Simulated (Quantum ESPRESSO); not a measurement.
```
CELL_PARAMETERS angstrom
      0.00000     3.87281     3.87281
      3.87281     0.00000     3.87281
      3.87281     3.87281     0.00000
ATOMIC_POSITIONS crystal
  O  0.89171 0.89171 0.32487
  O  0.89171 0.89171 0.89171
  O  0.32487 0.89171 0.89171
  O  0.89171 0.32487 0.89171
  S  0.00000 0.00000 0.00000
  Zn 0.75000 0.75000 0.75000
```

The geometry is that of Materials Project entry mp-545756, symmetrised and not relaxed again.

### Question
What does PBEsol (Quantum ESPRESSO, PseudoDojo norm-conserving, 84 Ry, without SOC) give for the electronic structure near the Fermi level?

### Answer
The PBEsol gap is 4.76 eV and nearly direct: the edges lie at L and Γ, the smallest direct gap within 0.02 eV of it. Another valence extremum on the path lies within 0.02 eV, too close to call.
